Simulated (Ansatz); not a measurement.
Kick test of a cell of CrGe4Mo

The structure comes from a generated guess, relaxed at this level; another structure or a mixture of phases may lie lower.

Theory: DFT PBE, scalar-relativistic, plane waves, PAW in Ansatz 0.2.0. Cutoff 420 eV; k points 10×10×8 on the computed 6-atom cell (Γ-centred); Gaussian smearing, width 0.10 eV; no spin polarisation.

The cell below (6 atoms, space group Cmmm (No. 65)) is relaxed within its symmetry.

```
CELL_PARAMETERS angstrom
2.32776 -4.09281 0.00000
2.32776 4.09281 0.00000
0.00000 0.00000 4.65373
ATOMIC_POSITIONS crystal
Cr 0.00000 0.00000 0.00000
Ge 0.66190 0.33810 0.00000
Ge 0.15997 0.84003 0.50000
Ge 0.33810 0.66190 0.00000
Ge 0.84003 0.15997 0.50000
Mo 0.50000 0.50000 0.50000
```

For the test a repeat of it with 12 atoms (edges 4.65, 4.71, 8.09 Å) was strained at random (σ = 1.5 % a component), the atoms were moved at random (σ = 0.05 Å), and all was relaxed again on a coarse 6×6×4 mesh (in the run’s order of axes) with 0.20 eV smearing, with no symmetry imposed.

Trial moments died out on the coarse mesh, so the last step has no spin; another magnetic start might hold.

Q: What happens?

A: It returns, within 1 meV/atom of the unmoved cell on that mesh and with the same symmetry when read at 0.1 Å. No instability shows in this cell; modes of other wave vectors, which need another repeat, aren't tested.
